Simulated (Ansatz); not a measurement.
Consider the following.

Starting cell, TiB₂ (AlB2 type, space group P6/mmm):

```yaml
crystal:
  lattice:
    - [6.06397, 0.00000, 0.00000]
    - [-1.51599, 2.62578, 0.00000]
    - [3.03199, 0.00000, 3.22435]
  atoms:
    - { symbol: Ti, position: [0.00000, 0.00000, 0.00000] }
    - { symbol: Ti, position: [0.50000, 0.00000, 0.00000] }
    - { symbol: B, position: [0.91667, 0.66667, 0.50000] }
    - { symbol: B, position: [0.41667, 0.66667, 0.50000] }
    - { symbol: B, position: [0.08333, 0.33333, 0.50000] }
    - { symbol: B, position: [0.58333, 0.33333, 0.50000] }
```

The atoms are displaced by Q × the pattern below (from a DFPT mode at L = (0.5, 0.0, 0.5), largest move 1; Q in Å), at fixed cell. (q is in reciprocal vectors of the primitive cell; the cell shown is doubled to hold the pattern.)

```csv
atom,x,y,z
Ti1,-0.500,0.866,0.000
Ti2,0.500,-0.866,0.000
```

Atoms not listed stay in place.

Computed with PBE (plane waves to 420 eV, PAW, scalar-relativistic; Ansatz, a quantum-chemistry and plane-wave program). k mesh 18×18×18 (Γ-centred), Fermi-Dirac smearing 0.05 eV. Energies are smeared free energies. With partly filled bands, energies and forces of such displacements shift with the k mesh and the smearing. TiB2 is run without spin polarisation. TiB2 was relaxed with its symmetry unable to fall. The zero of ΔE is the undisplaced structure.

The scan covers Q from -0.280 to 0.280 Å in 13 points.

Is this a single well or a double well?

A single well with its minimum at or next to zero displacement.

Which space group does the distorted structure have?

Imma (No. 74), lowered from P6/mmm.

What is the energy change at Q = 0.280 Å?

1501 meV/cell.

What harmonic wavenumber does the curvature at Q = 0 give?

342 cm⁻¹.

(A displaced cell: forces are minus the slopes of the energy, force constants its curvatures, and phonons follow from these.)
